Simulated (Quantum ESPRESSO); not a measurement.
**Solid-state NMR card for Sr$_{4}$Te$_{3}$Se (changed cell)**

```xyz
8
Lattice="6.6243 0.0000 0.0000 0.0000 6.6243 0.0000 0.0000 0.0000 6.6243" Properties=species:S:1:pos:R:3 pbc="T T T"
Sr     0.0000     0.0000     0.0000
Se     3.3121     0.0000     0.0000
Sr     0.0000     3.3121     3.3121
Te     3.3121     3.3121     3.3121
Sr     3.3121     0.0000     3.3121
Te     0.0000     0.0000     3.3121
Sr     3.3121     3.3121     0.0000
Te     0.0000     3.3121     0.0000
```
The cell was made here from a computed Materials Project entry: one of 4 Te replaced by Se, cell and atoms relaxed (PBE without dispersion, pw.x of a modified build of Quantum ESPRESSO, symmetry kept). The parent is SrTe in Fm-3m; whether this form has been observed was not checked. The swapped cell is a model, not a known phase. Stability against distortions was not tested.

σ is an absolute shielding without the bulk-susceptibility term: within one crystal shift differences are minus those of σ, between compounds the missing term differs by several ppm. By our sweeps, such settings leave a few ppm in absolute σ on light atoms and up to some 20 ppm from Zn on. No spin–orbit coupling; Te is the heaviest element present. No d partial waves on Se, Te: the paramagnetic term there is incompletely reconstructed. The structure is static (0 K, no zero-point motion).

Ω = σ33 − σ11 of the symmetric part; where symmetry doesn't make it nil, it is less certain than σ_iso.

### Question
What do the calculations give at each independent site (shieldings by GIPAW with PBE in Quantum ESPRESSO, on JTH PAW datasets, 20 Ha, k-mesh 6×6×6 shifted, f-sum rule met within 0.007 %)?

### Answer
```tsv
site	site symmetry	σ_iso (ppm)	span Ω (ppm)
Sr1 (atoms 1, 5, 7)	4/mmm	2660	33
Se (atom 2)	m-3m	1424	0
Sr2 (atom 3)	m-3m	2630	0
Te (atoms 4, 6, 8)	4/mmm	3009	49
```
